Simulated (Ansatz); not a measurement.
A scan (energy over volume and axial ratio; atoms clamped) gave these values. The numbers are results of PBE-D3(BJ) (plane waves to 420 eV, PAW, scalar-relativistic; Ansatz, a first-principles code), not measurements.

| Item | Result |
|---|---|
| Modulus against c/a change at fixed volume, (3/4V)·∂²E/∂(ln c/a)² (fit, atoms clamped) | 191 GPa |

Of these crystals, all scanned alike, which one is it?
(A) MoS₂ (2H-MoS2 type, space group P6_3/mmc)
(B) TaS₂ (CdI2 type)
(C) BN (h-BN type, space group P6_3/mmc)

C, BN (h-BN type, space group P6_3/mmc). The others have, for the modulus against c/a change at fixed volume, (3/4V)·∂²E/∂(ln c/a)²: MoS2 95 GPa, TaS2 62 GPa

All were relaxed with their symmetry unable to fall. MoS2 is run without spin polarisation. Spin-orbit coupling is left out. TaS2 is run without spin polarisation. The PAW data are Ansatz's earlier set.

(Under strain, the slope of the energy per volume gives the stress and its curvature an elastic modulus.)
